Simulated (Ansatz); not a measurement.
AlN:
```yaml
crystal:
  lattice:
    - [3.08862, 0.00000, 0.00000]
    - [-1.54431, 2.67482, 0.00000]
    - [0.00000, 0.00000, 4.94319]
  atoms:
    - { symbol: Al, position: [0.66667, 0.33333, 0.49901] }
    - { symbol: Al, position: [0.33333, 0.66667, 0.99901] }
    - { symbol: N, position: [0.66667, 0.33333, 0.88099] }
    - { symbol: N, position: [0.33333, 0.66667, 0.38099] }
```

Relaxed with LDA. Special points in fractions of this cell's reciprocal vectors: Γ (0.000, 0.000, 0.000); M (0.500, 0.000, 0.000); K (0.333, 0.333, 0.000); A (0.000, 0.000, 0.500); L (0.500, 0.000, 0.500); H (0.333, 0.333, 0.500).

Question: List the band energies nearest the valence-band maximum at these points for LDA in the plane-wave PAW code Ansatz.

Answer: In eV from the valence-band maximum; about four levels below and three above (degenerate sets whole), none deeper than 8.9 eV; points with the same levels are listed once.

```
k                          below                  above
-  -----------------------------  ---------------------
Γ   -0.89 -0.89 -0.23 -0.23 0.00        4.42 6.74 10.66
M        -3.42 -2.14 -1.83 -0.71         5.73 5.74 8.27
K  -3.85 -3.85 -2.53 -2.44 -2.44    4.92 8.31 9.66 9.66
A        -0.57 -0.57 -0.57 -0.57  6.61 6.61 10.33 10.33
L        -1.50 -1.50 -1.39 -1.39    5.27 5.27 9.21 9.21
H        -3.98 -3.98 -0.81 -0.81    7.36 7.36 7.83 7.83
```

Space group P6_3mc (wurtzite). Symmetry was held in the LDA relaxation; phonons on a q-mesh show no instability.

Potentials: the earlier of the program's two PAW sets.
